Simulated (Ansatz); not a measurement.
ZrO2:
```
CELL_PARAMETERS angstrom
      5.28661     0.00000     0.00000
      0.00000     5.07283     0.00000
      0.00000     0.00000     5.09834
ATOMIC_POSITIONS crystal
  Zr 0.96942 0.73354 0.75119
  Zr 0.03058 0.26646 0.25119
  Zr 0.46942 0.26646 0.75119
  Zr 0.53058 0.73354 0.25119
  O  0.63412 0.93226 0.89285
  O  0.36588 0.06774 0.39285
  O  0.13412 0.06774 0.89285
  O  0.86588 0.93226 0.39285
  O  0.77055 0.46364 0.99996
  O  0.22945 0.53636 0.49996
  O  0.27055 0.53636 0.99996
  O  0.72945 0.46364 0.49996
```

Relaxed with r²SCAN.

Give the Bader charges and basin volumes of the independent atoms, r²SCAN in the plane-wave PAW code Ansatz.



| atom | Bader charge (e) | Bader volume (Å³) |
|---|---|---|
| Zr1 | +2.69 | 9.9 |
| O5 | -1.34 | 12.6 |
| O9 | -1.35 | 11.6 |

Space group Pca2_1. The cell was relaxed with r²SCAN under the symmetry of its start. No spin polarisation was allowed.

Potentials: the later of the program's two PAW sets.
